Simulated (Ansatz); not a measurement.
RbVN$_{2}$:
```cif
data_N4Rb2V2
_chemical_formula_sum 'Rb2 V2 N4'
_space_group_name_H-M_alt 'P 1'
_space_group_IT_number 1
_cell_length_a 5.68049
_cell_length_b 5.68049
_cell_length_c 5.68049
_cell_angle_alpha 120.252
_cell_angle_beta 120.252
_cell_angle_gamma 89.563
loop_
_space_group_symop_operation_xyz
  'x, y, z'
loop_
_atom_site_label
_atom_site_type_symbol
_atom_site_fract_x
_atom_site_fract_y
_atom_site_fract_z
_atom_site_occupancy
Rb1 Rb 0.25000 0.75000 0.50000 1
Rb2 Rb 0.50000 0.50000 0.00000 1
V1 V 0.75000 0.25000 0.50000 1
V2 V 0.00000 0.00000 0.00000 1
N1 N 0.37500 0.06103 0.18603 1
N2 N 0.93897 0.12500 0.31397 1
N3 N 0.87500 0.18897 0.81397 1
N4 N 0.81103 0.62500 0.68603 1
```

Relaxed with LDA.

Question: Give the optical modes at the zone centre with their infrared activity from DFPT, plane-wave PAW LDA (Ansatz code).

Answer: Transverse frequencies, without the LO–TO term; a row sums one degenerate level.

| ω (cm⁻¹) | degeneracy | IR ((D/Å)²/amu) | activity | symmetry |
|---|---|---|---|---|
| 14 | 2 | 0.01 | IR-inactive | E |
| 80 | 1 | 1.96 | IR | B2 |
| 87 | 1 | 0.00 | IR-inactive | B1 |
| 101 | 2 | 1.60 | IR | E |
| 108 | 2 | 2.11 | IR | E |
| 247 | 1 | 0.00 | IR-inactive | A1 |
| 361 | 1 | 0.00 | IR-inactive | B1 |
| 362 | 2 | 9.22 | IR | E |
| 364 | 1 | 0.00 | IR-inactive | A2 |
| 378 | 1 | 2.00 | IR | B2 |
| 531 | 1 | 0.00 | IR-inactive | B1 |
| 542 | 2 | 0.83 | IR | E |
| 606 | 1 | 415.09 | IR | B2 |
| 613 | 2 | 797.10 | IR | E |
| 1056 | 1 | 0.00 | IR-inactive | A2 |

Question: How high does the top mode go among those that the LO–TO term moves?

Answer: 952 cm⁻¹ for q along x, 952 cm⁻¹ for q along y, 957 cm⁻¹ for q along z.

Space group I-42d. The workflow started from a Materials Project entry (that database holds measured and hypothetical structures alike); the Crystallography Open Database copy checked does not list it. Its standing as an ambient phase is unchecked. The cell was relaxed with LDA under the symmetry of its start; phonons on a q-mesh show weakly imaginary modes. The run is not spin-polarised.

Potentials: the later of the program's two PAW sets.
